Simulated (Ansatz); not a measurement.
Y5Si3 in space group P6_3/mcm (No. 193; Y on 6g, Y on 4d, Si on 6g) at seven volumes, PBEsol (plane waves, PAW; program Ansatz), shape and atoms relaxed at each. One row is withheld.

```json
[
 {"V (Å³/atom)": "21.717", "P (GPa)": "8.67"},
 {"V (Å³/atom)": "22.433", "P (GPa)": "5.36"},
 {"V (Å³/atom)": "23.148", "P (GPa)": "?"},
 {"V (Å³/atom)": "23.864", "P (GPa)": "0.00"},
 {"V (Å³/atom)": "24.580", "P (GPa)": "-2.15"},
 {"V (Å³/atom)": "25.296", "P (GPa)": "-4.00"},
 {"V (Å³/atom)": "26.012", "P (GPa)": "-5.59"}
]
```

Fit the shown pressures and predict the withheld one.

P = (3/2)B₀(x^(7/2) − x^(5/2))[1 + (3/4)(B′ − 4)(x − 1)] with x = (V₀/V)^(2/3). Least squares on the six rows gives V₀ = 23.864 Å³/atom, B₀ = 76.7 GPa, B′ = 3.86. At V = 23.148, x = 1.0205 and P = 2.48 GPa. The run itself gave 2.48 GPa.

The first step of the workflow began from a Materials Project structure, measured or hypothetical; the Crystallography Open Database copy checked does not list it. Whether it is the stable phase at ambient conditions was not checked. The cell was relaxed with PBEsol under the symmetry of its start; whether a distortion lowers the energy is not shown. The run is not spin-polarised.

Potentials: the later of the program's two PAW sets.
